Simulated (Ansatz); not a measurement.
## TiO2: enthalpy against pressure

TiO2, Pbcn, a = 4.545 Å, b = 5.514 Å, c = 4.894 Å. This isn't the usual stable structure of the compound. Ansatz: r2SCAN, PAW, 500 eV, Γ-centred 6×4×6 mesh on 12 atoms, Gaussian smearing 0.02 eV; no spin polarisation. Cell and atoms are relaxed at each pressure, and no other structure is tried, so the rows at high pressure may lie past a change of phase. y is the enthalpy over the state at zero pressure; there V0 = 10.220 Å³/atom. The pressures are the targets, met within 0.03 GPa.

```tsv
P (GPa)	y (eV/atom)
-1.0	-0.0639
0.0	0.0000
1.0	0.0637
4.0	0.2530
12.0	?
25.0	1.5202
```

Fit y = c1 P + c2 P² + c3 P³ to the other rows, say what c1 and c2 mean, and predict the missing value.

Least squares on the rows shown. y = 0.063789 P − 0.00013718 P² + 7.1835×10⁻⁷ P³. Since dH/dP = V, c1 is V0: 0.063789 eV/GPa × 160.2 = 10.219 Å³ against 10.220; c2 = −V0/(2B0) gives B0 = 233 GPa, where a Birch–Murnaghan fit to the volumes of the same runs (not shown) gives 228 GPa. At P = 12.0 the fit asked for gives 0.7470 eV/atom. The run gave 0.7470 eV/atom, the same to the digits shown.

Cost: 6 runs of about 10 core-minutes in all, on AMD EPYC 9R45 (Zen 5) (shared hosts).